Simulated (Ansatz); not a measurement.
Mg$_{2}$Sn (fluorite or antifluorite type, space group No. 225), the program Ansatz at the LDA level (PAW), all energies at zero smearing, with the estimated change up to a 700 eV cutoff added, with one set of potentials and settings (totals compare only within such a set). Cell of 3 atoms (1 Sn, 2 Mg): -9683.454 eV.

```tsv
element	reference phase	E (eV/atom)
Sn	I4_1/amd, 2 atoms in the cell	-5879.5359
Mg	P6_3/mmc, 2 atoms in the cell	-1901.6031
```

Formation energy per atom, worked out: (-9683.454 − 1×(-5879.5359) − 2×(-1901.6031))/3 = -0.237 eV/atom (-23 kJ per mol of atoms), at 0 K, without zero-point energy or fitted corrections.

Space group Fm-3m (fluorite or antifluorite type). Symmetry was held in the LDA relaxation; of distortions, only those at the zone centre were tested. The volume moved by -16 % from the start of the relaxation. The references are the lowest solids computed at this level, not always the standard phases. Scalar-relativistic: spin–orbit coupling is off unless named, which matters more the heavier the elements.

Potentials: the later of the program's two PAW sets.
